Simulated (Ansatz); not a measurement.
**NMR crystallography of Li10B14Cl2O25: given against relaxed positions**

Start: a Materials Project structure (computed, not necessarily an observed phase), taken as it stands.

Space group F23 (No. 196); a = 12.2357 Å.

```
site  Wyckoff  site symmetry       x       y       z
 Li1      16e            .3.  0.8649  0.1351  0.8649
 Li5      24g            2..  0.4567  0.7500  0.2500
 B11      16e            .3.  0.6009  0.6009  0.3991
 B15      16e            .3.  0.0810  0.9190  0.0810
 B19      24f            2..  0.7495  0.5000  0.5000
Cl25       4d            23.  0.2500  0.7500  0.2500
Cl26       4c            23.  0.7500  0.2500  0.7500
 O27      48h              1  0.1800  0.5970  0.4807
 O39      48h              1  0.5986  0.6827  0.4770
 O51       4a            23.  0.0000  0.0000  0.0000
```

One atom of each set is listed; the run and its k-mesh use a cell of 51 atoms with edges of 8.65, 8.65, 8.65 Å.

Computed with Ansatz: DFT, PBE, plane waves and PAW, scalar-relativistic, 420 eV cutoff, Γ-centred 3×3×3 k-points, Fermi–Dirac smearing 0.02 eV.

The largest force at the start is 0.085 eV/Å. Relaxing the ions at fixed cell moves them by 0.018 Å at most (atom 2, Li) and 0.006 Å rms.

```tsv
site	moved (Å)	first shell before	first shell after	V_zz before (10²¹ V/m²)	η before
Li1	0.018	3 O at 2.02 Å, 1 Cl at 2.44 Å; also 4 O at 2.66–2.86 Å	3 O at 2.01 Å, 1 Cl at 2.45 Å; also 4 O at 2.66–2.84 Å	0.010	0.00
Li5	0.005	4 O at 2.08–2.18 Å, 1 Cl at 2.53 Å	4 O at 2.08–2.18 Å, 1 Cl at 2.53 Å	0.18	0.78
B11	0.003	3 O at 1.38 Å	3 O at 1.38 Å	2.41	0.00
B15	0.000	4 O at 1.44–1.72 Å	4 O at 1.44–1.72 Å	1.45	0.00
B19	0.000	4 O at 1.48–1.49 Å	4 O at 1.48–1.49 Å	0.17	0.47
O27	0.002	2 B at 1.44–1.49 Å, 2 Li at 2.02–2.08 Å	2 B at 1.44–1.49 Å, 2 Li at 2.01–2.08 Å	8.29	0.75
O39	0.001	2 B at 1.38–1.48 Å, 1 Li at 2.18 Å; also 1 Li at 2.66 Å	2 B at 1.38–1.48 Å, 1 Li at 2.18 Å; also 1 Li at 2.66 Å	8.81	0.50
```

Problem. How do the gradients change?

Solution. 

```json
{"site": "Li1", "V_zz after": "0.021", "η after": "0.00", "change of V_zz": "+0.01"}
{"site": "Li5", "V_zz after": "0.18", "η after": "0.77", "change of V_zz": "0.00"}
{"site": "B11", "V_zz after": "2.41", "η after": "0.00", "change of V_zz": "0.00"}
{"site": "B15", "V_zz after": "1.46", "η after": "0.00", "change of V_zz": "+0.01"}
{"site": "B19", "V_zz after": "0.17", "η after": "0.45", "change of V_zz": "0.00"}
{"site": "O27", "V_zz after": "8.29", "η after": "0.76", "change of V_zz": "0.00"}
{"site": "O39", "V_zz after": "8.84", "η after": "0.50", "change of V_zz": "+0.03"}
```

The largest change of V_zz is on O39, from 8.81 to 8.84. Sites without a gradient aren't listed.

With these PAW files V_zz is typically within 2 to 3 % of all-electron values, but misses above 10 % occur on Li.
